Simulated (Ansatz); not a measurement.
AlPd (rock salt, Fm-3m) at seven volumes, PBE (plane waves, PAW; program Ansatz), scaled uniformly. One row is withheld.

| V (Å³/atom) | P (GPa) |
|---|---|
| 15.356 | ? |
| 15.862 | 7.84 |
| 16.368 | 3.58 |
| 16.875 | 0.00 |
| 17.381 | -3.03 |
| 17.887 | -5.57 |
| 18.393 | -7.71 |

Problem. Fit the shown pressures and predict the withheld one.

Solution. P = (3/2)B₀(x^(7/2) − x^(5/2))[1 + (3/4)(B′ − 4)(x − 1)] with x = (V₀/V)^(2/3). Least squares on the six rows gives V₀ = 16.874 Å³/atom, B₀ = 110 GPa, B′ = 4.71. At V = 15.356, x = 1.0649 and P = 12.96 GPa. The run itself gave 12.88 GPa.

The start of the workflow was typed in or built on a structure type; neither database checked (COD, Materials Project) lists it. Its standing as an ambient phase is unchecked. The PBE relaxation kept the symmetry of its start; whether a distortion lowers the energy is not shown. The run is not spin-polarised.

Potentials: the earlier of the program's two PAW sets.
